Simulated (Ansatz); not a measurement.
FeNi$_{3}$:
```yaml
crystal:
  lattice:
    - [3.51423, 0.00000, 0.00000]
    - [0.00000, 3.51423, 0.00000]
    - [0.00000, 0.00000, 3.51423]
  atoms:
    - { symbol: Fe, position: [0.00000, 0.00000, 0.00000], spin: 3.2 }
    - { symbol: Ni, position: [0.00000, 0.50000, 0.50000], spin: 0.8 }
    - { symbol: Ni, position: [0.50000, 0.00000, 0.50000], spin: 0.8 }
    - { symbol: Ni, position: [0.50000, 0.50000, 0.00000], spin: 0.8 }
```

Relaxed with r²SCAN. Special points in fractions of this cell's reciprocal vectors: Γ (0.000, 0.000, 0.000); X (0.000, 0.500, 0.000); M (0.500, 0.500, 0.000); R (0.500, 0.500, 0.500).

Question: List the band energies nearest the Fermi level at these points for the program Ansatz at the r²SCAN level (PAW).

Answer: In eV from the Fermi level; about four levels below and three above (degenerate sets whole), none deeper than 8.9 eV; … stands for higher levels left out; points with the same levels are listed once.

| k | below | above |
|---|---|---|
| Γ ↑ | -1.33 -1.24 -1.24 -1.24 | 2.13 2.13 2.13 |
| X ↑ | -2.09 -1.55 -1.39 -1.24 | 7.60 7.60 7.62 7.62 |
| M ↑ | -2.35 -2.35 -2.16 -1.98 | 0.28 0.34 0.35 0.35 |
| R ↑ | -0.83 -0.83 -0.83 -0.69 | … |
| Γ ↓ | -1.70 -1.70 -1.70 -0.84 -0.84 -0.01 | 0.49 0.49 0.49 |
| X ↓ | -1.00 -1.00 -0.60 0.00 0.00 | 0.49 0.91 0.91 |
| M ↓ | -1.53 -1.53 -1.32 -0.97 -0.56 | 0.34 0.34 0.84 |
| R ↓ | -1.14 -1.14 -1.14 -1.00 | 0.18 0.18 0.18 |

Space group Pm-3m (Cu3Au type). The cell was relaxed with r²SCAN under the symmetry of its start. Magnetic state: ferromagnetic, chosen from 5 collinear starts compared on coarse meshes (ties went to the first, and starts can fall back to one state), not a proven ground state. Textbook magnetic order: ferromagnetic. Other orbital occupations within this spin state were not tried.

Potentials: the later of the program's two PAW sets.
